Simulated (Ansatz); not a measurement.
# KMgF$_{3}$: do energies and stresses tell the same story?

Level of theory: DFT PBEsol, scalar-relativistic, plane waves, PAW (Ansatz).

Plane waves to 420 eV, a k mesh through Γ of 6×6×6 on the computed 5-atom cell and Gaussian smearing (0.02 eV); no spin polarisation.

Relaxed cell: Pm-3m, a = 3.991 Å, b = 3.991 Å, c = 3.991 Å, α = 90.00°, β = 90.00°, γ = 90.00°, 5 atoms in the primitive cell. Whether it is the stable form of this composition wasn't checked.

Energies at zero smearing and pressures from the stress tensor, at volumes with shape and atoms relaxed:
```csv
V (Å³/atom),E − E(first) (meV/atom),P (GPa)
11.187,0.00,12.39
11.569,-24.59,8.48
11.950,-40.74,5.18
12.331,-49.66,2.39
12.713,-52.54,0.03
13.094,-50.07,-1.98
13.475,-43.33,-3.68
13.984,-28.71,-5.55
```

Problem. Check P = −dE/dV between neighbouring volumes, and get the bulk modulus from the pressures alone.

Solution. With 1 eV/Å³ = 160.2 GPa:
```csv
middle V (Å³/atom),−ΔE/ΔV (GPa),mean P (GPa)
11.378,10.332,10.435
11.759,6.782,6.831
12.141,3.750,3.787
12.522,1.209,1.210
12.903,-1.037,-0.974
13.285,-2.834,-2.826
13.730,-4.605,-4.612
```

The two differ by 0.10 GPa at most. The mean of two end pressures misses the average over a step by about ΔV² P″/12, up to 0.05 GPa here; with that taken off 0.05 GPa remains, from the finite cutoff, the mesh or the relaxation's tolerance. Around V = 12.713 Å³/atom, the two neighbours give B = −V ΔP/ΔV = 12.713 × 4.37 / 0.763 = 72.8 GPa, against B0 = 72.1 GPa from the Birch–Murnaghan fit of the energies.

Symmetry holds off the tilts and polar distortions that many cubic perovskites undergo.